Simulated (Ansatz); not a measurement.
Consider the following.

CoSi:
```cif
data_Co4Si4
_chemical_formula_sum 'Co4 Si4'
_space_group_name_H-M_alt 'P213'
_space_group_IT_number 198
_space_group_name_Hall 'P 2ac 2ab 3'
_cell_length_a 4.38260
_cell_length_b 4.38260
_cell_length_c 4.38260
_cell_angle_alpha 90.000
_cell_angle_beta 90.000
_cell_angle_gamma 90.000
loop_
_atom_site_label
_atom_site_type_symbol
_atom_site_symmetry_multiplicity
_atom_site_Wyckoff_symbol
_atom_site_fract_x
_atom_site_fract_y
_atom_site_fract_z
_atom_site_occupancy
Co1 Co 4 a 0.14569 0.14569 0.14569 1
Si1 Si 4 a 0.84360 0.84360 0.84360 1
```

This is the r²SCAN-relaxed structure.

Question: All from plane-wave PAW r²SCAN (Ansatz code), unless another level is named. Predict the Debye temperature from the elastic constants.

Answer: 664 K.

Question: And the highest zone-centre frequency?

Answer: 442 cm⁻¹.

Space group P2_13. The r²SCAN relaxation kept the symmetry of its start. No spin polarisation was allowed. As this level gives no gap, shear constants depend on the k-mesh and smearing (Fermi–Dirac, 0.1 eV here). As this level gives no gap, phonon frequencies hold no LO–TO term and depend on the k-mesh and smearing (Fermi–Dirac, 0.1 eV here).

Potentials: the earlier of the program's two PAW sets. The files were generated under PBE; for other functionals the program regenerates the frozen cores, and for LDA and PBEsol the local potential too.
